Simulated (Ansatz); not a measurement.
## SnO: strain energy, fitted

SnO, P4/nmm, a = 3.808 Å, c = 4.936 Å. Ansatz: r2SCAN, PAW, 500 eV, Γ-centred 10×10×8 mesh on 4 atoms, Gaussian smearing 0.01 eV; no spin polarisation. Series: uniaxial strain along a, with b, c and atoms relaxed; x is the strain in per cent. y is the free energy over the unstrained cell, V0 = 17.893 Å³/atom.

```tsv
x (%)	y (meV/atom)
-6.0	4.51
-4.0	1.90
-2.0	?
0.0	0.00
2.0	0.47
4.0	1.92
```

Question: Fit y = c2 x² + c3 x³ to the other rows, turn c2 into a modulus, and predict the missing energy.

Answer: Least squares on the rows shown. y = 0.1212 x² − 0.0005595 x³. In eV per unit strain² c2 is 1.212; this is Young's modulus along the axis (E = ½ Y V0 ε²): 2 × 1.212 × 160.2 / (17.893) = 22 GPa. With a term in x⁴ added, the coefficient of x² becomes 0.1141, 6 % less, which shows how far this figure hangs on the form. At x = -2.0 the fit asked for gives 0.49 meV/atom. The run gave 0.46 meV/atom, so the fit is 0.03 meV/atom too high, within the rms miss on the fitted rows (0.04 meV/atom).